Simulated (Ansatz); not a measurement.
The elements of this relaxed trial crystal are hidden behind letters.

```
lattice vectors (Å)
  -2.9091    2.9091    2.9091
   2.9091   -2.9091    2.9091
   2.9091    2.9091   -2.9091
fractional positions
X 0.0000 0.0000 0.5000
X 0.5000 0.0000 0.0000
X 0.0000 0.5000 0.0000
X 0.5000 0.5000 0.5000
Z 0.0000 0.0000 0.0000
```

All numbers below come from Ansatz 0.2.0, DFT PBE, scalar-relativistic, plane waves, PAW. Plane waves to 420 eV, a 10×10×10 mesh through Γ for the 5-atom cell and 0.10 eV Gaussian smearing; no spin polarisation.

```
Space group                                 : Im-3m (No. 229)
Conventional cell                           : a = 5.818 Å
Volume per atom                             : 19.70 Å³
Density                                     : 5.59 g/cm³
Energy over the elements                    : +0.24 eV/atom
Gap on the 10×10×10 mesh of the 5-atom cell : 0 eV (a metal)
```

Energies are uncorrected and count from the elements' standard states at the same level.

Task: X is a d-block element of period 4 and Z is a p-block element of period 4. Which elements are they?

Result: X = Zn, Z = Ga, so the formula is Zn4Ga. Density times volume gives a mean mass of 5.59 × 19.70/1.6605 = 66.3 u per atom, and this set has 66.2 u. Among the elements that the hints allow, noble gases aside, only these give it. Zn is surrounded by 2 Ga at 2.52 Å and 6 Zn at 2.91 Å; Ga has 8 Zn at 2.52 Å.

Symmetry constrained the relaxation, so the result can be a saddle point.
